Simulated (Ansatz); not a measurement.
# Structure relaxation, CdS

The start is a relaxed CdS cell deformed by the Cartesian strain tensor (xx, yy, zz, yz, xz, xy) = (0.009, 0.074, -0.011, 0.005, -0.033, -0.013). The cell and all atomic positions are relaxed at zero pressure with PBE (plane waves to 420 eV, PAW, scalar-relativistic; Ansatz, an electronic-structure program). The first steps use a coarse 6×6×2 k-mesh.

Initial structure:
```
CdS
1.0
    4.23135    -0.05452    -0.13629
   -2.16289     3.92778     0.08631
   -0.44443     0.06837    13.52432
Cd S
4 4
Direct
  0.00000   0.00000   0.99959
  0.00000   0.00000   0.49959
  0.33333   0.66667   0.24978
  0.66667   0.33333   0.74978
  0.00000   0.00000   0.18742
  0.00000   0.00000   0.68742
  0.33333   0.66667   0.43759
  0.66667   0.33333   0.93759
```

Q: What pressure does the first self-consistent step give?

A: -2.7 GPa (negative: the cell is under tension).

Q: Does it find its way back to the structure it was made from?

A: The parent structure is recovered, P6₃mc (No. 186).

Q: Is the relaxed structure metallic? Give its gap.

A: 1.08 eV, direct at Γ (no spin-orbit coupling).

The end point of the relaxation:

```cif
data_Cd4S4
_chemical_formula_sum 'Cd4 S4'
_space_group_name_H-M_alt 'P63mc'
_space_group_IT_number 186
_space_group_name_Hall 'P 6c -2c'
_cell_length_a 4.19397
_cell_length_b 4.19397
_cell_length_c 13.67106
_cell_angle_alpha 90.000
_cell_angle_beta 90.000
_cell_angle_gamma 120.000
loop_
_atom_site_label
_atom_site_type_symbol
_atom_site_symmetry_multiplicity
_atom_site_Wyckoff_symbol
_atom_site_fract_x
_atom_site_fract_y
_atom_site_fract_z
_atom_site_occupancy
Cd1 Cd 2 a 0.00000 0.00000 0.49955 1
Cd2 Cd 2 b 0.33333 0.66667 0.24975 1
S1 S 2 a 0.00000 0.00000 0.18745 1
S2 S 2 b 0.33333 0.66667 0.43763 1
```

Final values are on a 9×9×3 k-mesh of the relaxed cell. No spin polarisation in the result.

The first start was generated by placing the elements on the sites of a structure type. A measured structure of CdS has the same space group, P6₃mc (No. 186); the sites were not compared with it.
